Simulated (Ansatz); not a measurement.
Relaxation of a generated trial cell of MgSe in the GeS structure type; 8 atoms in the cell, which starts as Pnma (No. 62), oP8; a = 10.908 Å, b = 3.792 Å, c = 4.480 Å, α = β = γ = 90.00°. Level of theory: r2SCAN (plane waves to 500 eV, PAW, scalar-relativistic; Ansatz, a first-principles code). Γ-centred k-mesh 3×9×8 on the run's cell, Fermi–Dirac smearing 0.05 eV. This is the first round of the run. 

The optimiser's lines from the output (shortened; P is positive under compression):

```
relax step   1: F+E_penalty+E_count = -29625.46043933 eV  Δ(F+E_penalty+E_count) = +0.000e0 eV  max|allowed force component| = 9.941e-1 eV/Å  Δτ_max = 0.0000 Å  P = +1.313 GPa  Ω = 185.333 Å³  (8 SCF iters, dr2 threshold 1.00e-7 eV, accepted)
relax step   2: F+E_penalty+E_count = -29626.81750412 eV  Δ(F+E_penalty+E_count) = -1.357e0 eV  max|allowed force component| = 5.596e-1 eV/Å  Δτ_max = 0.1566 Å  P = -0.407 GPa  Ω = 185.977 Å³  (7 SCF iters, dr2 threshold 8.00e-7 eV, accepted)
relax step   3: F+E_penalty+E_count = -29627.59239868 eV  Δ(F+E_penalty+E_count) = -7.749e-1 eV  max|allowed force component| = 7.228e-1 eV/Å  Δτ_max = 0.1052 Å  P = -0.703 GPa  Ω = 182.119 Å³  (7 SCF iters, dr2 threshold 8.00e-7 eV, accepted)
relax step   4: F+E_penalty+E_count = -29628.29031283 eV  Δ(F+E_penalty+E_count) = -6.979e-1 eV  max|allowed force component| = 8.277e-1 eV/Å  Δτ_max = 0.1485 Å  P = -0.748 GPa  Ω = 175.483 Å³  (7 SCF iters, dr2 threshold 8.00e-7 eV, accepted)
relax step   5: F+E_penalty+E_count = -29628.81872277 eV  Δ(F+E_penalty+E_count) = -5.284e-1 eV  max|allowed force component| = 5.864e-1 eV/Å  Δτ_max = 0.1949 Å  P = +0.101 GPa  Ω = 169.909 Å³  (7 SCF iters, dr2 threshold 8.00e-7 eV, accepted)
relax step   6: F+E_penalty+E_count = -29629.17799990 eV  Δ(F+E_penalty+E_count) = -3.593e-1 eV  max|allowed force component| = 4.411e-1 eV/Å  Δτ_max = 0.2000 Å  P = -0.097 GPa  Ω = 168.445 Å³  (7 SCF iters, dr2 threshold 8.00e-7 eV, accepted)
relax step   7: F+E_penalty+E_count = -29629.56542658 eV  Δ(F+E_penalty+E_count) = -3.874e-1 eV  max|allowed force component| = 3.208e-1 eV/Å  Δτ_max = 0.2000 Å  P = +0.153 GPa  Ω = 164.706 Å³  (7 SCF iters, dr2 threshold 8.00e-7 eV, accepted)
relax step   8: F+E_penalty+E_count = -29629.82002342 eV  Δ(F+E_penalty+E_count) = -2.546e-1 eV  max|allowed force component| = 2.825e-2 eV/Å  Δτ_max = 0.1903 Å  P = +0.035 GPa  Ω = 163.809 Å³  (7 SCF iters, dr2 threshold 8.00e-7 eV, accepted)
relax step   9: F+E_penalty+E_count = -29629.82583739 eV  Δ(F+E_penalty+E_count) = -5.814e-3 eV  max|allowed force component| = 3.443e-3 eV/Å  Δτ_max = 0.0291 Å  P = -0.003 GPa  Ω = 163.867 Å³  (5 SCF iters, dr2 threshold 7.40e-7 eV, accepted)
relax step  10: F+E_penalty+E_count = -29629.82590339 eV  Δ(F+E_penalty+E_count) = -6.600e-5 eV  max|allowed force component| = 3.797e-4 eV/Å  Δτ_max = 0.0035 Å  P = -0.001 GPa  Ω = 163.861 Å³  (5 SCF iters, dr2 threshold 9.65e-9 eV, accepted)
relax step  11: F+E_penalty+E_count = -29629.82407590 eV  Δ(F+E_penalty+E_count) = +1.827e-3 eV  max|allowed force component| = 3.673e-4 eV/Å  Δτ_max = 0.0000 Å  P = -0.002 GPa  Ω = 163.861 Å³  stress off target by 3.62e-3 GPa  SCF on the basis re-selected at this cell (its energy is not comparable with the rows above)  (6 SCF iters)
```

From the first to the last row the energy changes by -0.55 eV/atom and the volume by -11.6 %. The last row is marked as not comparable with the walk above it, whose basis was carried along; it does compare with step 1, since both stand on a basis selected at the nominal cutoff for their own cell.

Later rounds, restarted from the end of this one on a renewed k-mesh, logged 2 more steps and released under 1 meV/atom more. The final structure after all rounds: Fm-3m (No. 225), cF8, rock salt type; a = b = c = 5.4722 Å, α = β = γ = 90.00°. Between re-selections the logged energies stand on a plane-wave basis carried along with the cell. No spin polarisation in the result.

The run could not lose the symmetry of its start.
